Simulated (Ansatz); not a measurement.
SiNi$_{2}$:
```cif
data_Ni8Si4
_chemical_formula_sum 'Si4 Ni8'
_space_group_name_H-M_alt 'Pnma'
_space_group_IT_number 62
_space_group_name_Hall '-P 2ac 2n'
_cell_length_a 5.02839
_cell_length_b 3.72865
_cell_length_c 7.07102
_cell_angle_alpha 90.000
_cell_angle_beta 90.000
_cell_angle_gamma 90.000
loop_
_space_group_symop_operation_xyz
  'x, y, z'
  '-x, -y, -z'
  '-x+1/2, -y, z+1/2'
  'x+1/2, y, -z+1/2'
  'x+1/2, -y+1/2, -z+1/2'
  '-x+1/2, y+1/2, z+1/2'
  '-x, y+1/2, -z'
  'x, -y+1/2, z'
loop_
_atom_site_label
_atom_site_type_symbol
_atom_site_symmetry_multiplicity
_atom_site_Wyckoff_symbol
_atom_site_fract_x
_atom_site_fract_y
_atom_site_fract_z
_atom_site_occupancy
Si1 Si 4 c 0.21332 0.25000 0.11470 1
Ni1 Ni 4 c 0.04065 0.25000 0.79634 1
Ni2 Ni 4 c 0.16914 0.25000 0.43973 1
```

Relaxed at zero pressure with DFT-PBE in the program Ansatz with PAW potentials.

Problem. The volume is raised by 6 % and shape and atoms relax at that volume. What pressure results, and how do the axes share the change?

Solution. -9.4 GPa; a 3.6 %, b 1.1 %, c 1.2 %; the energy rises by 21 meV/atom.

Problem. Give the new structure.

Solution. 
Space group Pnma (No. 62); a = 5.208 Å, b = 3.770 Å, c = 7.156 Å, α = 90.00°, β = 90.00°, γ = 90.00°

```json
[
 {"atom": "Si", "site": "4c", "symmetry": ".m.", "x": "0.2221", "y": "0.2500", "z": "0.1168"},
 {"atom": "Ni", "site": "4c", "symmetry": ".m.", "x": "0.0379", "y": "0.2500", "z": "0.8024"},
 {"atom": "Ni", "site": "4c", "symmetry": ".m.", "x": "0.1652", "y": "0.2500", "z": "0.4398"}
]
```

The phase is kept; no other phase was compared at this pressure.

The cell was relaxed with PBE under the symmetry of its start. The workflow began spin-polarised and lost its moments.

Potentials: the later of the program's two PAW sets.
